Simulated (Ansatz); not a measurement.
## Property card for Ta

Ta:
```xyz
30
Lattice="10.2126 0.0000 0.0000 0.0000 10.2126 0.0000 0.0000 0.0000 5.3027" Properties=species:S:1:pos:R:3 pbc="T T T"
Ta     0.0000     5.1063     1.3129
Ta     5.1063     0.0000     3.9898
Ta     9.5238     7.7689     1.3137
Ta     7.7689     0.6887     3.9889
Ta     0.6887     2.4436     1.3137
Ta     2.4436     9.5238     3.9889
Ta     4.4176     7.5499     3.9889
Ta     2.6627     4.4176     1.3137
Ta     5.7950     2.6627     3.9889
Ta     7.5499     5.7950     1.3137
Ta     8.9034     0.3523     1.3378
Ta     0.3523     1.3092     3.9648
Ta     1.3092     9.8603     1.3378
Ta     9.8603     8.9034     3.9648
Ta     3.7971     4.7540     3.9648
Ta     5.4586     3.7971     1.3378
Ta     6.4155     5.4586     3.9648
Ta     4.7540     6.4155     1.3378
Ta     9.1384     6.1804     3.9608
Ta     6.1804     1.0741     1.3418
Ta     1.0741     4.0321     3.9608
Ta     4.0321     9.1384     1.3418
Ta     6.9559     8.3630     0.0065
Ta     8.3630     3.2567     5.2961
Ta     3.2567     1.8496     0.0065
Ta     1.8496     6.9559     5.2961
Ta     8.3621     3.2558     2.6528
Ta     3.2558     1.8504     2.6498
Ta     1.8504     6.9567     2.6528
Ta     6.9567     8.3621     2.6498
```

Space group P-42_1m (No. 113); conventional cell a = 10.213 Å, b = 10.213 Å, c = 5.303 Å, α = 90.00°, β = 90.00°, γ = 90.00°.

Method: plane-wave PAW r²SCAN (Ansatz code). Structure relaxed to zero pressure with the same functional. Other levels are named where they apply.

**Cell and energy**

* **Volume per atom**: 18.43 Å³
* **Density**: 16.30 g/cm³

**Electronic structure**

Electronic character: metallic (no gap)
Density of states at the Fermi level: 0.74 states/eV per atom (mean over ±0.08 eV)

**Mechanics**

- Bulk modulus (Birch–Murnaghan fit) = 204 GPa
- Pressure derivative B′ = 3.7

The first step of the workflow began from a Materials Project structure, measured or hypothetical; the Crystallography Open Database files this formula in space group No. 113, but the cells were not matched. It is not the phase usual at ambient conditions (space group No. 229). The r²SCAN relaxation kept the symmetry of its start; whether a distortion lowers the energy is not shown. No spin polarisation was allowed. Axis ratios of metals converge slowly with the k-mesh, so a and c are less sure than the volume. Spin–orbit coupling is left out wherever it is not named.

Potentials: the later of the program's two PAW sets.
